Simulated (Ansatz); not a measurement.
Given:

SnMo₂C:
```
CELL_PARAMETERS angstrom
      3.18474     0.00000     0.00000
     -1.59237     2.75807     0.00000
      0.00000     0.00000    13.40996
ATOMIC_POSITIONS crystal
  Sn 0.33333 0.66667 0.75000
  Sn 0.66667 0.33333 0.25000
  Mo 0.33333 0.66667 0.08084
  Mo 0.66667 0.33333 0.58084
  Mo 0.66667 0.33333 0.91916
  Mo 0.33333 0.66667 0.41916
  C  0.00000 0.00000 0.00000
  C  0.00000 0.00000 0.50000
```

This is the r²SCAN-relaxed structure. x, y and z are the axes in which the lattice vectors are written.

**Question.** All from the program Ansatz at the r²SCAN level (PAW), unless another level is named. Give the Debye temperature from the elastic constants.

**Answer.** 346 K.

**Question.** Predict the elastic constants (relaxed ions, GPa).

**Answer.** C11 = 270, C12 = 155, C13 = 143, C33 = 329, C44 = 48.9.

Space group P6_3/mmc. The start of the workflow was typed in or built on a structure type; neither database checked (COD, Materials Project) lists it. Whether it is the stable phase at ambient conditions was not checked. Symmetry was held in the r²SCAN relaxation; its stability against distortions is not shown here. The run is not spin-polarised. As this level gives no gap, shear constants depend on the k-mesh and smearing (Fermi–Dirac, 0.1 eV here). Spin–orbit coupling is left out wherever it is not named.

Potentials: the earlier of the program's two PAW sets.
